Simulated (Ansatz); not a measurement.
## Li2TiGeO5: Coordination and O-17 quadrupole coupling

Cell: a Materials Project structure (computed, not necessarily an observed phase), atoms as given.

Space group P4/nmm:1 (No. 129); a = 6.6593, c = 4.5525 Å.

| site | Wyckoff | site symmetry | x | y | z |
| --- | --- | --- | --- | --- | --- |
| Li | 4e | ..2/m | 0.7500 | 0.2500 | 0.5000 |
| Ti | 2c | 4mm | 0.0000 | 0.5000 | 0.1044 |
| Ge | 2a | -4m2 | 0.5000 | 0.5000 | 0.0000 |
| O9 | 8i | .m. | 0.5000 | 0.7136 | 0.7685 |
| O11 | 2c | 4mm | 0.5000 | 0.0000 | 0.2726 |

One atom of each set is listed.

All values are calculated (Ansatz; DFT, PBE, plane waves and PAW, scalar-relativistic, 420 eV cutoff, Γ-centred 3×3×5 k-points, Fermi–Dirac smearing 0.02 eV), not measured.

Q(O-17) = -25.58 mb.

Question: Rank these O sites by |C_Q|, smallest first.
A. O9: 1 Ge at 1.77 Å, 1 Ti at 1.99 Å, 2 Li at 2.08 Å
B. O11: 1 Ti at 1.72 Å; also 4 Li at 2.57 Å

Answer: B (0.957 MHz, η = 0.00), A (5.68 MHz, η = 0.20).

An axis of threefold or higher order runs through O11, so V_zz lies along it and η is zero. At O9 V_zz points along its shortest bond, to Ge (within 6°). Like point charges on the first shell alone (each adding as 1/d³) would put O11 above O9: the kind of neighbour, the covalent part of each bond and the atoms beyond the first shell count as well.

The largest force is 0.3 eV/Å, so the atoms aren't at the calculated equilibrium and relaxing them would move these values.
